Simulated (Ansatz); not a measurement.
ZrN:
```xyz
2
Lattice="0.0000 2.2763 2.2763 2.2763 0.0000 2.2763 2.2763 2.2763 0.0000" Properties=species:S:1:pos:R:3 pbc="T T T"
Zr     2.2763     2.2763     2.2763
N      0.0000     0.0000     0.0000
```

Relaxed with PBEsol. Special points in fractions of this cell's reciprocal vectors: Γ (0.000, 0.000, 0.000); X (0.500, 0.000, 0.500); U (0.625, 0.250, 0.625); K (0.375, 0.375, 0.750); L (0.500, 0.500, 0.500); W (0.500, 0.250, 0.750).

Task: List the band energies nearest the Fermi level at these points for the program Ansatz at the PBEsol with spin–orbit coupling level (PAW).

Result: In eV from the Fermi level; about four levels below and three above (degenerate sets whole), none deeper than 8.9 eV; points with the same levels are listed once.

```
k                                below                above
-  -----------------------------------  -------------------
Γ  -0.39 -0.39 -0.39 -0.39 -0.32 -0.32  1.69 1.69 1.69 1.69
X              -3.14 -3.14 -3.02 -3.02  3.55 3.55 4.73 4.73
U              -4.43 -4.43 -0.67 -0.67  3.58 3.58 3.88 3.88
L              -5.74 -5.74 -5.73 -5.73  3.18 3.18 3.25 3.25
W              -4.78 -4.78 -4.62 -4.62  1.09 1.09 1.13 1.13
```

Space group Fm-3m (rock salt). Symmetry was held in the PBEsol relaxation; of distortions, only those at the zone centre were tested. The run is not spin-polarised. With an odd number of electrons in the cell and no spin polarisation, the count alone makes it a metal.

Potentials: the earlier of the program's two PAW sets.
